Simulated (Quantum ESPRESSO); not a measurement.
## Zr3GaV3Au (input and log of a self-consistent run)

Computed values, not a measurement. The program is pw.x of Quantum ESPRESSO 7.5 (plane-wave density functional theory). The cell is made up: eight metal atoms on a face-centred cubic lattice, with elements, volume, strain and displacements drawn at random and not relaxed, so it may be unstable or far from any real phase. PseudoDojo standard norm-conserving files set the functional (PBE unless stated); there is no spin polarisation or spin-orbit coupling, the Fermi-Dirac width of 0.25 eV means electrons at about 2900 K, and the masses in the input are unused placeholders. Heavy elements are run without spin-orbit coupling, which real alloys of them have. A spin test at this wide smearing found no moment, but such smearing suppresses magnetism that the real alloy may have.

Input:

```
&control calculation='scf', pseudo_dir='./dojo.nc.sr.pbe.v0_5.standard.upf', outdir='./o', disk_io='minimal', tprnfor=.true., tstress=.true. /
&system ibrav=0, nat=8, ntyp=4, nbnd=70, ecutwfc=84.00895049, nosym=.true., tot_charge=0,
 occupations='smearing', smearing='fd', degauss=0.0183746611
/
&electrons conv_thr=1.470e-08, electron_maxstep=70, mixing_beta=0.5 /
ATOMIC_SPECIES
Au 1.0 Au.upf
Ga 1.0 Ga.upf
V 1.0 V.upf
Zr 1.0 Zr.upf
CELL_PARAMETERS angstrom
2.0816 4.1632 2.0816
2.0816 -4.1632 2.0816
4.1632 0.0 -4.1632
ATOMIC_POSITIONS angstrom
Zr -0.0803 0.1207 0.0285
Ga 2.1217 0.0168 -2.0429
V 2.0651 -2.0159 -0.1163
V 4.1214 -2.0405 -1.8711
Zr 2.017 2.0404 -0.0037
V 4.0756 2.0656 -2.0485
Au 2.1076 0.0172 2.0305
Zr 4.1381 0.1639 0.041
K_POINTS automatic
5 5 4 1 1 1
```

The log is shortened where brackets say so; the opening notice, blank lines, dates and the lines on written files are dropped, and the path of the files is cut. It prints rydbergs, bohrs and kilobars, and counts compression as positive stress. Its total energy is the free energy E - TS of the whole cell.

```
     Program PWSCF v.7.5
     Parallel version (MPI & OpenMP), running on       4 processor cores
     Number of MPI processes:                 4
     Threads/MPI process:                     1
     [start-up lines left out]
     bravais-lattice index     =            0
     lattice parameter (alat)  =       9.6354  a.u.
     unit-cell volume          =     973.8867 (a.u.)^3
     number of atoms/cell      =            8
     number of atomic types    =            4
     number of electrons       =       107.00
     number of Kohn-Sham states=           70
     kinetic-energy cutoff     =      84.0090  Ry
     charge density cutoff     =     336.0358  Ry
     scf convergence threshold =      1.5E-08
     mixing beta               =       0.5000
     number of iterations used =            8  plain     mixing
     Exchange-correlation= PBE
                           (   1   4   3   4   0   0   0)
     [axes and pseudopotential details left out]
   Cartesian axes
     site n.     atom                  positions (alat units)
         1        Zr     tau(   1) = (  -0.0157486   0.0236720   0.0055895  )
         2        Ga     tau(   2) = (   0.4161128   0.0032949  -0.4006584  )
         3        V      tau(   3) = (   0.4050123  -0.3953631  -0.0228090  )
         4        V      tau(   4) = (   0.8082987  -0.4001877  -0.3669645  )
         5        Zr     tau(   5) = (   0.3955788   0.4001680  -0.0007257  )
         6        V      tau(   6) = (   0.7993163   0.4051103  -0.4017566  )
         7        Au     tau(   7) = (   0.4133475   0.0033733   0.3982264  )
         8        Zr     tau(   8) = (   0.8115739   0.0321445   0.0080410  )
     number of k points=    50  Fermi-Dirac smearing, width (Ry)=  0.0184
                       cart. coord. in units 2pi/alat
        k(    1) = (   0.1990210   0.0000000   0.0459279), wk =   0.0400000
        k(    2) = (   0.3521142   0.0000000  -0.1071652), wk =   0.0400000
     [further k points left out]
     Dense  grid:   101297 G-vectors     FFT dimensions: (  60,  60,  72)
     Estimated max dynamical RAM per process >     353.87 MB
     Estimated total dynamical RAM >       1.31 GB
     Initial potential from superposition of free atoms
     starting charge     106.9870, renormalised to     107.0000
     Starting wfcs are   79 randomized atomic wfcs
     total cpu time spent up to now is        5.5 secs
     per-process dynamical memory:   269.8 Mb
     Self-consistent Calculation
     iteration #  1     ecut=    84.01 Ry     beta= 0.50
     Davidson diagonalization with overlap
     ethr =  1.00E-02,  avg # of iterations =  2.2
     total cpu time spent up to now is       16.8 secs
     total energy              =   -1194.57472890 Ry
     estimated scf accuracy    <       2.40381212 Ry
     iteration #  2     ecut=    84.01 Ry     beta= 0.50
     Davidson diagonalization with overlap
     ethr =  2.25E-03,  avg # of iterations =  3.6
     total cpu time spent up to now is       29.1 secs
     total energy              =   -1195.01041021 Ry
     estimated scf accuracy    <       8.37121120 Ry
     iteration #  3     ecut=    84.01 Ry     beta= 0.50
     Davidson diagonalization with overlap
     ethr =  2.25E-03,  avg # of iterations =  3.7
     total cpu time spent up to now is       40.9 secs
     total energy              =   -1195.36869439 Ry
     estimated scf accuracy    <      10.36595014 Ry
     iteration #  4     ecut=    84.01 Ry     beta= 0.50
     Davidson diagonalization with overlap
     ethr =  2.25E-03,  avg # of iterations =  2.0
     total cpu time spent up to now is       50.6 secs
     total energy              =   -1195.91176048 Ry
     estimated scf accuracy    <       1.80514177 Ry
     iteration #  5     ecut=    84.01 Ry     beta= 0.50
     Davidson diagonalization with overlap
     ethr =  1.69E-03,  avg # of iterations =  1.0
     total cpu time spent up to now is       59.4 secs
     total energy              =   -1195.97640425 Ry
     estimated scf accuracy    <       0.50637407 Ry
     [iterations 6 to 14 left out]
     iteration # 15     ecut=    84.01 Ry     beta= 0.50
     Davidson diagonalization with overlap
     ethr =  1.14E-08,  avg # of iterations =  1.3
     total cpu time spent up to now is      164.8 secs
     total energy              =   -1195.98156441 Ry
     estimated scf accuracy    <       0.00000392 Ry
     iteration # 16     ecut=    84.01 Ry     beta= 0.50
     Davidson diagonalization with overlap
     ethr =  3.66E-09,  avg # of iterations =  2.0
     total cpu time spent up to now is      174.5 secs
     total energy              =   -1195.98156437 Ry
     estimated scf accuracy    <       0.00000903 Ry
     iteration # 17     ecut=    84.01 Ry     beta= 0.50
     Davidson diagonalization with overlap
     ethr =  3.66E-09,  avg # of iterations =  1.0
     total cpu time spent up to now is      183.2 secs
     total energy              =   -1195.98156479 Ry
     estimated scf accuracy    <       0.00000091 Ry
     iteration # 18     ecut=    84.01 Ry     beta= 0.50
     Davidson diagonalization with overlap
     ethr =  8.52E-10,  avg # of iterations =  1.4
     total cpu time spent up to now is      192.4 secs
     total energy              =   -1195.98156484 Ry
     estimated scf accuracy    <       0.00000012 Ry
     iteration # 19     ecut=    84.01 Ry     beta= 0.50
     Davidson diagonalization with overlap
     ethr =  1.10E-10,  avg # of iterations =  3.1
     total cpu time spent up to now is      202.8 secs
     End of self-consistent calculation
     [lines on levels left out]
!    total energy              =   -1195.98156485 Ry
     estimated scf accuracy    <          4.2E-09 Ry
     smearing contrib. (-TS)   =      -0.15752394 Ry
     internal energy E=F+TS    =   -1195.82404091 Ry
     The total energy is F=E-TS. E is the sum of the following terms:
     one-electron contribution =    -370.65630758 Ry
     hartree contribution      =     240.31606833 Ry
     xc contribution           =    -222.76805467 Ry
     ewald contribution        =    -842.71574700 Ry
     convergence has been achieved in  19 iterations
     Forces acting on atoms (cartesian axes, Ry/au):
     atom    1 type  4   force =    -0.01825917   -0.03779101   -0.00101024
     atom    2 type  2   force =    -0.01411421   -0.00683645   -0.01435354
     atom    3 type  3   force =     0.00899619    0.01118376    0.01500273
     atom    4 type  3   force =     0.00359334    0.00996442   -0.00237127
     atom    5 type  4   force =    -0.00396368    0.05343746   -0.00612031
     atom    6 type  3   force =     0.00059183    0.02364058    0.00382742
     atom    7 type  1   force =    -0.02542687   -0.00367968    0.03235190
     atom    8 type  4   force =     0.04858258   -0.04991907   -0.02732669
     Total force =     0.116412     Total SCF correction =     0.000248
     Computing stress (Cartesian axis) and pressure
          total   stress  (Ry/bohr**3)                   (kbar)     P=       -4.98
  -0.00013243  -0.00001984  -0.00003311          -19.48       -2.92       -4.87
  -0.00001984   0.00021710  -0.00000239           -2.92       31.94       -0.35
  -0.00003311  -0.00000239  -0.00018631           -4.87       -0.35      -27.41
     init_run     :      5.20s CPU      5.43s WALL (       1 calls)
     electrons    :    195.78s CPU    197.27s WALL (       1 calls)
     forces       :      1.71s CPU      1.73s WALL (       1 calls)
     stress       :      5.71s CPU      5.76s WALL (       1 calls)
     [timing details left out]
     PWSCF        :   3m28.51s CPU   3m30.32s WALL
     JOB DONE.
```

In other units: free energy -16272.158 eV for the cell, pressure -0.50 GPa, largest force component 1.374 eV/Å in size. The run took 212 s of wall time with four MPI processes on a shared machine (Intel Xeon, 2023 or later, virtual cores), so the time is rough. A rerun of this cell at a higher cutoff and on a denser mesh moved values by no more than 0.005 eV in energy, 0.04 GPa in stress and 0.003 eV/Å in force, and a second program with other atomic files agreed on that cell to 2 % rms in force and 0.5 GPa in pressure.